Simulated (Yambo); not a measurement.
Yambo run on Li3BrO (anti-perovskite, space group Pm-3m, No. 221). The wavefunctions are PBEsol (Quantum ESPRESSO, PseudoDojo norm-conserving, 84 Ry, with spin-orbit coupling) ones on a 4×4×4 mesh (22 occupied bands); a = b = c = 3.949 Å, α = β = γ = 90.00°.

Yambo input:

```
gw0
dyson
el_el_corr
HF_and_locXC
ppa
em1d
EXXRLvcs= 84 Ry
VXCRLvcs= 336 Ry
Chimod= "HARTREE"
% BndsRnXp
 7 | 174 |
%
NGsBlkXp= 7 Ry
% LongDrXp
 1.0 | 1.0 | 1.0 |
%
PPAPntXp= 27.2114 eV
% GbndRnge
 1 | 174 |
%
GTermKind= "BG"
DysSolver= "n"
ExtendOut
% QPkrange
 6 | 6 | 22 | 23 |
%
```

k points by index: 6 = M.

The o-*.qp file then holds:

```
#    K-point    Band    Eo [eV]    E [eV]    E-Eo [eV]    Vxc [eV]    Vnlxc [eV]    Sc|Eo [eV]    Sc|E [eV]    dSc/dw|Eo [eV]    Re(Z)    Im(Z)
#
    6    22    0.000000    -0.964429    -0.964429    -17.91679    -22.75029    3.602672    3.869078    -7.515358    0.783583    -0.001607
    6    23    4.287648    5.300865    1.013217    -8.378192    -3.890216    -3.295687    -3.474759    -4.808715    0.849821    -0.001080
```
(The two width columns are left out.) Convergence of these settings isn't established.

Geometry of the Materials Project entry, not relaxed at this level.
